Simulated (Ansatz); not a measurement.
Here is the system:

WSe2:
```
WSe2
1.0
    3.32070     0.00000     0.00000
   -1.66035     2.87581     0.00000
    0.00000     0.00000    15.26895
W Se
2 4
Direct
  0.33333   0.66667   0.25000
  0.66667   0.33333   0.75000
  0.33333   0.66667   0.64009
  0.66667   0.33333   0.14009
  0.66667   0.33333   0.35991
  0.33333   0.66667   0.85991
```

This is the PBE-relaxed structure.

Task: All from DFT-PBE in the program Ansatz with PAW potentials, unless another level is named. Give the band gap.

Result: 1.47 eV (indirect).

Task: And the smallest direct gap on the standard path?

Result: 1.53 eV.

Task: Give the hole effective mass.

Result: 0.44, 0.44, 5.8 mₑ (principal values).

Task: And the formation energy from the elements (no fitted shifts)?

Result: -0.56 eV/atom.

Task: What about the conduction-band minimum?

Result: on the K–Γ line, 48 % of the way from K (6 equivalent valleys).

Task: Give the weight of the valence-edge state by species (Voronoi cells).

Result: W 74 %, Se 26 %.

Space group P6_3/mmc. The PBE relaxation kept the symmetry of its start. No spin polarisation was allowed. The volume lies over 15 % above that of the usual cell of this phase: another minimum, or an error of the functional. A crystal of weakly bound layers computed without a dispersion correction: the cell and the soft elastic constants depend strongly on that. The references are the lowest solids computed at this level, not always the standard phases. Spin–orbit coupling is left out wherever it is not named.

Potentials: the later of the program's two PAW sets.
